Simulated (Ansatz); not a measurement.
RhPb$_{2}$:
```cif
data_Pb8Rh4
_chemical_formula_sum 'Rh4 Pb8'
_space_group_name_H-M_alt 'I4/mcm'
_space_group_IT_number 140
_space_group_name_Hall '-I 4 2c'
_cell_length_a 6.67425
_cell_length_b 6.67425
_cell_length_c 5.82421
_cell_angle_alpha 90.000
_cell_angle_beta 90.000
_cell_angle_gamma 90.000
loop_
_atom_site_label
_atom_site_type_symbol
_atom_site_symmetry_multiplicity
_atom_site_Wyckoff_symbol
_atom_site_fract_x
_atom_site_fract_y
_atom_site_fract_z
_atom_site_occupancy
Rh1 Rh 4 a 0.00000 0.00000 0.25000 1
Pb1 Pb 8 h 0.33475 0.16525 0.00000 1
```
(The calculation used a cell of 6 atoms; values per cell refer to that cell.)

Relaxed with PBEsol.

Q: Tabulate the valence density and the electron localisation function along the shortest Rh–Rh contact (2.91 Å), the program Ansatz at the PBEsol level (PAW).

A: 

| distance from Rh (Å) | density (e/Å³) | ELF |
|---|---|---|
| 0.29 | 11.60 | 0.77 |
| 0.44 | 8.27 | 0.73 |
| 0.58 | 5.16 | 0.66 |
| 0.73 | 2.75 | 0.52 |
| 0.87 | 1.22 | 0.35 |
| 1.02 | 0.60 | 0.23 |
| 1.16 | 0.37 | 0.20 |
| 1.31 | 0.28 | 0.24 |
| 1.46 | 0.26 | 0.27 |
| 1.60 | 0.28 | 0.24 |
| 1.75 | 0.37 | 0.20 |
| 1.89 | 0.60 | 0.23 |
| 2.04 | 1.22 | 0.35 |
| 2.18 | 2.75 | 0.52 |
| 2.33 | 5.16 | 0.66 |
| 2.48 | 8.27 | 0.73 |
| 2.62 | 11.60 | 0.77 |

The density is the valence pseudo-density with augmentation charge, so density and ELF within about 1 Å of a nucleus are not all-electron values.

The workflow started from an entry of the Crystallography Open Database (COD). Its standing as an ambient phase is unchecked. The PBEsol relaxation kept the symmetry of its start; its stability against distortions is not shown here. The run is not spin-polarised. Spin–orbit coupling is left out wherever it is not named.

Potentials: the later of the program's two PAW sets.
